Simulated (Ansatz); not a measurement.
# Calculated coordination and As-75 quadrupole coupling for Li₅TiAs₃

Cell: a computed structure from the Materials Project (it need not be an observed phase), taken as it stands.

```cif
data_Li5TiAs3
_symmetry_space_group_name_H-M 'C2/c'
_symmetry_Int_Tables_number 15
_cell_length_a 13.5243
_cell_length_b 6.0835
_cell_length_c 8.5153
_cell_angle_alpha 90.000
_cell_angle_beta 108.320
_cell_angle_gamma 90.000
loop_
_atom_site_label
_atom_site_type_symbol
_atom_site_symmetry_multiplicity
_atom_site_Wyckoff_symbol
_atom_site_fract_x
_atom_site_fract_y
_atom_site_fract_z
Li1 Li 8 f 0.3276 0.7434 0.9233
Li3 Li 8 f 0.3288 0.7555 0.4036
Li6 Li 4 e 0.5000 0.2306 0.7500
Ti Ti 4 e 0.5000 0.2653 0.2500
As13 As 4 a 0.0000 0.0000 0.5000
As14 As 8 f 0.3447 0.0320 0.1731
```

One atom of each set is listed; the run and its k-mesh use a cell of 18 atoms with edges of 7.41, 7.41, 8.52 Å.

Computed with Ansatz: DFT, PBE, plane waves and PAW, scalar-relativistic, 420 eV cutoff, Γ-centred 5×5×4 k-points, Fermi–Dirac smearing 0.02 eV.

Q(As-75) = 311.0 mb.

(1) Rank these As sites by |C_Q|, smallest first.
A. As14: 1 Ti at 2.45 Å, 7 Li at 2.55–2.78 Å
B. As13: 2 Ti at 2.56 Å, 6 Li at 2.66–2.69 Å

## Answers

(1) A (29.3 MHz, η = 0.66), B (39.3 MHz, η = 0.55).

At As14 V_zz points along its shortest bond, to Ti (within 5°). Like point charges on the first shell alone (each adding as 1/d³) would put As14 above As13: the covalent part of each bond and the atoms beyond the first shell count as well.
